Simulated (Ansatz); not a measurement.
## Compressing C: a fit and a missing row

C, P6/mmm, a = 4.775 Å, c = 4.132 Å. This isn't the element's structure at ambient conditions. Ansatz: LDA, PAW, 420 eV, Γ-centred 12×12×10 mesh on 10 atoms, Gaussian smearing 0.10 eV; no spin polarisation. Shape and atoms are relaxed at each volume; pressure is positive in compression.

| V (Å³/atom) | P (GPa) |
| --- | --- |
| 7.180 | ? |
| 7.425 | 28.90 |
| 7.669 | 17.86 |
| 7.914 | 8.30 |
| 8.159 | -0.01 |
| 8.404 | -7.23 |
| 8.648 | -13.54 |
| 8.975 | -20.78 |

Take V0 = 8.159 Å³/atom, count pressures from its P0 = -0.01 GPa, fit the third-order Birch–Murnaghan form to the other rows, and predict the missing pressure.

With the Eulerian strain f = ½[(V0/V)^(2/3) − 1] and y = (P − P0)/[3f(1 + 2f)^(5/2)], the form is the line y = B0 + 1.5 B0 (B0′ − 4) f. Rows (f, y): 0.03243, 254.0; 0.02108, 254.9; 0.01027, 256.4; -0.00977, 258.8; -0.01903, 261.1; -0.03079, 263.6. Means f = 0.0006983, y = 258.13; Σ(Δf)² = 0.003004, ΣΔfΔy = -0.4513; the slope is their ratio. y = 258.2 − 150.2 f GPa, so B0 = 258.2 GPa and B0′ = 4 + 2 × (-150.2)/(3 × 258.2) = 3.61. At V = 7.180, f = 0.04448, y = 251.52 and P = 41.52 GPa. The run gave 41.62 GPa, so the fit is 0.10 GPa too low, a small miss on the scale of the series.

Cost: 8 runs of about 5.3 core-minutes in all, on Intel Xeon 6975P-C (Granite Rapids) (shared hosts).